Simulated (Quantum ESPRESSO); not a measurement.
## Hf3GaO7F (one run as intended and one with a planted mistake)

A calculation, not a measurement. The program is pw.x of Quantum ESPRESSO 7.5 (plane-wave density functional theory). The cell is made up: 12 atoms on a fluorite lattice, with randomly drawn elements, strain and displacements, not relaxed. PseudoDojo standard norm-conserving files (v0.5 for PBE, v0.4.1 for LDA and PBEsol) set the functional; there is no spin polarisation, spin-orbit coupling or dispersion term, and the masses in the input are unused placeholders.

The hafnium pseudopotential is less sure than the others, with forces about 3 percent (worst 6) and pressure in oxides about 1.5 GPa (worst 2.7) from a second method in checks, which no rerun with the same files tests.

Intended input:

```
&control calculation='scf', pseudo_dir='./dojo.nc.sr.pbe.v0_5.standard.upf', outdir='./o', disk_io='medium', tprnfor=.true., tstress=.true. /
&system ibrav=0, nat=12, ntyp=4, nbnd=55, ecutwfc=84.00895049, nosym=.true., tot_charge=0,
 occupations='smearing', smearing='fd', degauss=0.0018374661
/
&electrons conv_thr=7.350e-09, electron_maxstep=60, /
ATOMIC_SPECIES
F 1.0 F.upf
Ga 1.0 Ga.upf
Hf 1.0 Hf.upf
O 1.0 O.upf
CELL_PARAMETERS angstrom
5.0362 0.0611 -0.0193
0.0611 5.1162 -0.0012
-0.0193 -0.0012 5.1603
ATOMIC_POSITIONS angstrom
Hf -0.0086 -0.0054 0.0162
Hf 0.0175 2.4129 2.5457
Hf 2.5676 -0.1168 2.5747
Ga 2.4667 2.5799 0.0299
O 1.1782 1.4006 1.3057
O 1.232 1.3764 3.8818
O 1.3078 3.8769 1.1844
O 1.2667 3.9344 3.7498
O 3.8364 1.2709 1.2478
F 3.7324 1.3663 3.878
O 3.7791 3.8113 1.2798
O 3.7755 3.7864 3.887
K_POINTS automatic
4 4 4 1 1 1
```

The log is shortened where brackets say so; the opening notice, blank lines, dates and the lines on written files are dropped, and the path of the files is cut. It prints rydbergs, bohrs and kilobars, and counts compression as positive stress. Where no state is partly filled, the Fermi energy that it prints is only some level between the filled and the empty states on the mesh, and need not lie in the true gap.

Log of the intended run:

```
     Program PWSCF v.7.5
     Parallel version (MPI & OpenMP), running on       1 processor cores
     Number of MPI processes:                 1
     Threads/MPI process:                     1
     [start-up lines left out]
     bravais-lattice index     =            0
     lattice parameter (alat)  =       9.5178  a.u.
     unit-cell volume          =     897.1248 (a.u.)^3
     number of atoms/cell      =           12
     number of atomic types    =            4
     number of electrons       =        98.00
     number of Kohn-Sham states=           55
     kinetic-energy cutoff     =      84.0090  Ry
     charge density cutoff     =     336.0358  Ry
     scf convergence threshold =      7.3E-09
     mixing beta               =       0.7000
     number of iterations used =            8  plain     mixing
     Exchange-correlation= PBE
                           (   1   4   3   4   0   0   0)
     [axes and pseudopotential details left out]
   Cartesian axes
     site n.     atom                  positions (alat units)
         1        Hf     tau(   1) = (  -0.0017075  -0.0010722   0.0032165  )
         2        Hf     tau(   2) = (   0.0034746   0.4790725   0.5054394  )
         3        Hf     tau(   3) = (   0.5097876  -0.0231902   0.5111973  )
         4        Ga     tau(   4) = (   0.4897543   0.5122297   0.0059365  )
         5        O      tau(   5) = (   0.2339273   0.2780840   0.2592420  )
         6        O      tau(   6) = (   0.2446091   0.2732792   0.7707172  )
         7        O      tau(   7) = (   0.2596589   0.7697443   0.2351583  )
         8        O      tau(   8) = (   0.2514986   0.7811607   0.7445091  )
         9        O      tau(   9) = (   0.7617032   0.2523325   0.2477461  )
        10        F      tau(  10) = (   0.7410544   0.2712739   0.7699627  )
        11        O      tau(  11) = (   0.7503265   0.7567197   0.2540996  )
        12        O      tau(  12) = (   0.7496117   0.7517759   0.7717496  )
     number of k points=    32  Fermi-Dirac smearing, width (Ry)=  0.0018
                       cart. coord. in units 2pi/alat
        k(    1) = (   0.1240042   0.1216032   0.1224958), wk =   0.0625000
        k(    2) = (   0.1249388   0.1216493   0.3665068), wk =   0.0625000
     [further k points left out]
     Dense  grid:    93323 G-vectors     FFT dimensions: (  60,  60,  60)
     Estimated max dynamical RAM per process >     164.79 MB
     Initial potential from superposition of free atoms
     starting charge      97.9917, renormalised to      98.0000
     Starting wfcs are   71 randomized atomic wfcs
     total cpu time spent up to now is       16.8 secs
     per-process dynamical memory:    93.1 Mb
     Self-consistent Calculation
     iteration #  1     ecut=    84.01 Ry     beta= 0.70
     Davidson diagonalization with overlap
     ethr =  1.00E-02,  avg # of iterations =  2.0
     total cpu time spent up to now is       57.3 secs
     total energy              =    -771.48155448 Ry
     estimated scf accuracy    <       4.13155680 Ry
     iteration #  2     ecut=    84.01 Ry     beta= 0.70
     Davidson diagonalization with overlap
     ethr =  4.22E-03,  avg # of iterations =  5.1
     total cpu time spent up to now is      100.4 secs
     total energy              =    -771.67836578 Ry
     estimated scf accuracy    <       8.46923484 Ry
     [iterations 3 to 12 left out]
     iteration # 13     ecut=    84.01 Ry     beta= 0.70
     Davidson diagonalization with overlap
     ethr =  4.54E-10,  avg # of iterations =  2.0
     total cpu time spent up to now is      496.3 secs
     total energy              =    -773.50687592 Ry
     estimated scf accuracy    <       0.00000003 Ry
     iteration # 14     ecut=    84.01 Ry     beta= 0.70
     Davidson diagonalization with overlap
     ethr =  3.03E-11,  avg # of iterations =  4.3
     total cpu time spent up to now is      542.5 secs
     End of self-consistent calculation
     [lines on levels left out]
     the Fermi energy is    11.8989 ev
!    total energy              =    -773.50687593 Ry
     estimated scf accuracy    <          3.2E-09 Ry
     smearing contrib. (-TS)   =      -0.00000000 Ry
     internal energy E=F+TS    =    -773.50687593 Ry
     The total energy is F=E-TS. E is the sum of the following terms:
     one-electron contribution =    -161.80749030 Ry
     hartree contribution      =     146.41729434 Ry
     xc contribution           =    -197.55816976 Ry
     ewald contribution        =    -560.55851021 Ry
     convergence has been achieved in  14 iterations
     Forces acting on atoms (cartesian axes, Ry/au):
     atom    1 type  3   force =     0.06893771   -0.07219716    0.04013881
     atom    2 type  3   force =     0.03698602    0.11845331   -0.02964897
     atom    3 type  3   force =    -0.07698568   -0.05272323   -0.04485905
     atom    4 type  2   force =    -0.04004331    0.05122700    0.03035948
     atom    5 type  4   force =     0.06756981   -0.05766511   -0.02994332
     atom    6 type  4   force =     0.01376926   -0.01772095    0.03559291
     atom    7 type  4   force =    -0.00425427    0.01889312    0.00111619
     atom    8 type  4   force =    -0.01714807    0.01334337   -0.01600465
     atom    9 type  4   force =    -0.05819180   -0.01319043    0.01441119
     atom   10 type  1   force =    -0.00087346   -0.03858604   -0.02334220
     atom   11 type  4   force =     0.01349413    0.01404338    0.01041910
     atom   12 type  4   force =    -0.00326034    0.03612274    0.01176051
     Total force =     0.251255     Total SCF correction =     0.000155
     Computing stress (Cartesian axis) and pressure
          total   stress  (Ry/bohr**3)                   (kbar)     P=      -29.06
   0.00014870  -0.00025243  -0.00004780           21.87      -37.13       -7.03
  -0.00025243  -0.00028993   0.00001590          -37.13      -42.65        2.34
  -0.00004780   0.00001590  -0.00045139           -7.03        2.34      -66.40
     init_run     :     15.32s CPU     16.59s WALL (       1 calls)
     electrons    :    510.13s CPU    525.77s WALL (       1 calls)
     forces       :      7.42s CPU      7.51s WALL (       1 calls)
     stress       :     30.57s CPU     31.43s WALL (       1 calls)
     [timing details left out]
     PWSCF        :   9m23.74s CPU   9m41.87s WALL
     JOB DONE.
```

A second run has one planted mistake: the smearing is too wide. The input lines that differ, file-writing options aside:

```
- &system ibrav=0, nat=12, ntyp=4, nbnd=55, ecutwfc=84.00895049, nosym=.true., tot_charge=0,
+ &system ibrav=0, nat=12, ntyp=4, nbnd=73, ecutwfc=84.00895049, nosym=.true., tot_charge=0,
-  occupations='smearing', smearing='fd', degauss=0.0018374661
+  occupations='smearing', smearing='fd', degauss=0.0411592408
```

Its log:

```
     Program PWSCF v.7.5
     Parallel version (MPI & OpenMP), running on       1 processor cores
     Number of MPI processes:                 1
     Threads/MPI process:                     1
     [start-up lines left out]
     bravais-lattice index     =            0
     lattice parameter (alat)  =       9.5178  a.u.
     unit-cell volume          =     897.1248 (a.u.)^3
     number of atoms/cell      =           12
     number of atomic types    =            4
     number of electrons       =        98.00
     number of Kohn-Sham states=           73
     kinetic-energy cutoff     =      84.0090  Ry
     charge density cutoff     =     336.0358  Ry
     scf convergence threshold =      7.3E-09
     mixing beta               =       0.7000
     number of iterations used =            8  plain     mixing
     Exchange-correlation= PBE
                           (   1   4   3   4   0   0   0)
     [axes and pseudopotential details left out]
   Cartesian axes
     site n.     atom                  positions (alat units)
         1        Hf     tau(   1) = (  -0.0017075  -0.0010722   0.0032165  )
         2        Hf     tau(   2) = (   0.0034746   0.4790725   0.5054394  )
         3        Hf     tau(   3) = (   0.5097876  -0.0231902   0.5111973  )
         4        Ga     tau(   4) = (   0.4897543   0.5122297   0.0059365  )
         5        O      tau(   5) = (   0.2339273   0.2780840   0.2592420  )
         6        O      tau(   6) = (   0.2446091   0.2732792   0.7707172  )
         7        O      tau(   7) = (   0.2596589   0.7697443   0.2351583  )
         8        O      tau(   8) = (   0.2514986   0.7811607   0.7445091  )
         9        O      tau(   9) = (   0.7617032   0.2523325   0.2477461  )
        10        F      tau(  10) = (   0.7410544   0.2712739   0.7699627  )
        11        O      tau(  11) = (   0.7503265   0.7567197   0.2540996  )
        12        O      tau(  12) = (   0.7496117   0.7517759   0.7717496  )
     number of k points=    32  Fermi-Dirac smearing, width (Ry)=  0.0412
                       cart. coord. in units 2pi/alat
        k(    1) = (   0.1240042   0.1216032   0.1224958), wk =   0.0625000
        k(    2) = (   0.1249388   0.1216493   0.3665068), wk =   0.0625000
     [further k points left out]
     Dense  grid:    93323 G-vectors     FFT dimensions: (  60,  60,  60)
     Estimated max dynamical RAM per process >     181.30 MB
     Initial potential from superposition of free atoms
     starting charge      97.9917, renormalised to      98.0000
     Starting wfcs are   71 randomized atomic wfcs +    2 random wfcs
     total cpu time spent up to now is       19.2 secs
     per-process dynamical memory:   103.9 Mb
     Self-consistent Calculation
     iteration #  1     ecut=    84.01 Ry     beta= 0.70
     Davidson diagonalization with overlap
     ethr =  1.00E-02,  avg # of iterations =  5.7
     total cpu time spent up to now is       66.2 secs
     total energy              =    -771.60301588 Ry
     estimated scf accuracy    <       3.99378379 Ry
     iteration #  2     ecut=    84.01 Ry     beta= 0.70
     Davidson diagonalization with overlap
     ethr =  4.08E-03,  avg # of iterations =  2.0
     total cpu time spent up to now is      123.8 secs
     total energy              =    -770.97716475 Ry
     estimated scf accuracy    <      11.40018485 Ry
     [iterations 3 to 12 left out]
     iteration # 13     ecut=    84.01 Ry     beta= 0.70
     Davidson diagonalization with overlap
     ethr =  2.62E-11,  avg # of iterations =  2.0
     total cpu time spent up to now is      566.4 secs
     total energy              =    -773.53117580 Ry
     estimated scf accuracy    <          9.4E-09 Ry
     iteration # 14     ecut=    84.01 Ry     beta= 0.70
     Davidson diagonalization with overlap
     ethr =  9.55E-12,  avg # of iterations =  2.0
     total cpu time spent up to now is      600.9 secs
     End of self-consistent calculation
     [lines on levels left out]
     the Fermi energy is    12.5668 ev
!    total energy              =    -773.53117580 Ry
     estimated scf accuracy    <          1.4E-09 Ry
     smearing contrib. (-TS)   =      -0.08623603 Ry
     internal energy E=F+TS    =    -773.44493977 Ry
     The total energy is F=E-TS. E is the sum of the following terms:
     one-electron contribution =    -161.76536452 Ry
     hartree contribution      =     146.40600682 Ry
     xc contribution           =    -197.52707185 Ry
     ewald contribution        =    -560.55851021 Ry
     convergence has been achieved in  14 iterations
     Forces acting on atoms (cartesian axes, Ry/au):
     atom    1 type  3   force =     0.06167078   -0.06472286    0.03721872
     atom    2 type  3   force =     0.03039776    0.11107714   -0.02533766
     atom    3 type  3   force =    -0.06895684   -0.04223257   -0.04394029
     atom    4 type  2   force =    -0.03542116    0.04556549    0.02800980
     atom    5 type  4   force =     0.06720832   -0.05846786   -0.02982300
     atom    6 type  4   force =     0.00868537   -0.02206747    0.03043587
     atom    7 type  4   force =    -0.00675842    0.02121247    0.00518597
     atom    8 type  4   force =    -0.01507061    0.00805664   -0.01136234
     atom    9 type  4   force =    -0.05595502   -0.01385719    0.01609335
     atom   10 type  1   force =    -0.00018007   -0.03892145   -0.02363576
     atom   11 type  4   force =     0.01465203    0.01388335    0.00979099
     atom   12 type  4   force =    -0.00027214    0.04047432    0.00736436
     Total force =     0.234468     Total SCF correction =     0.000088
     Computing stress (Cartesian axis) and pressure
          total   stress  (Ry/bohr**3)                   (kbar)     P=      -16.30
   0.00021322  -0.00024135  -0.00006218           31.37      -35.50       -9.15
  -0.00024135  -0.00019182   0.00002605          -35.50      -28.22        3.83
  -0.00006218   0.00002605  -0.00035390           -9.15        3.83      -52.06
     init_run     :     16.82s CPU     19.08s WALL (       1 calls)
     electrons    :    550.94s CPU    582.03s WALL (       1 calls)
     forces       :      6.92s CPU      7.01s WALL (       1 calls)
     stress       :     26.06s CPU     27.16s WALL (       1 calls)
     [timing details left out]
     PWSCF        :  10m 1.01s CPU  10m37.10s WALL
     JOB DONE.
```

|  | intended run | run with the mistake |
| --- | --- | --- |
| free energy (eV) | -10524.097 | -10524.428 |
| smearing term -TS (eV) | 0.0000 | -1.1733 |
| pressure (GPa) | -2.91 | -1.63 |
| largest force component (eV/Å) | 3.046 | 2.856 |
| largest change of a force component (eV/Å) |  | 0.270 |
| iterations | 14 | 14 |

For scale, a rerun of the intended cell at a cutoff of 1437 eV and k mesh 6 x 6 x 6 moved values by no more than 0.002 eV in energy, 0.04 GPa in stress and 0.006 eV/Å in force. The number of bands, nbnd, was set by rule from the electron count and the smearing, so it follows the mistake.